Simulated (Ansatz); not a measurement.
TiC (rock salt, Fm-3m) under volume change, DFT-LDA in the program Ansatz with PAW potentials, scaled uniformly.

```
V (Å³/atom)  E − E(relaxed) (meV/atom)  P (GPa)
-----------  -------------------------  -------
8.799                             80.5    32.09
9.089                             33.9    19.73
9.379                                ?        ?
9.669                              0.0    -0.02
9.959                              7.3    -7.88
10.249                               ?        ?
10.539                            59.8   -20.46
```

Q: What belongs in the gaps?

A: 
- 9.379, E − E(relaxed) (meV/atom): 8.0
- 9.379, P (GPa): 9.11
- 10.249, E − E(relaxed) (meV/atom): 27.9
- 10.249, P (GPa): -14.64

Q: What does a third-order Birch–Murnaghan fit give for V₀, B₀ and B′?

A: V₀ = 9.67 Å³/atom, B₀ = 282 GPa, B′ = 4.0.

Symmetry was held in the LDA relaxation. No spin polarisation was allowed.

Potentials: the earlier of the program's two PAW sets. The files were generated under PBE; for other functionals the program regenerates the frozen cores, and for LDA and PBEsol the local potential too.
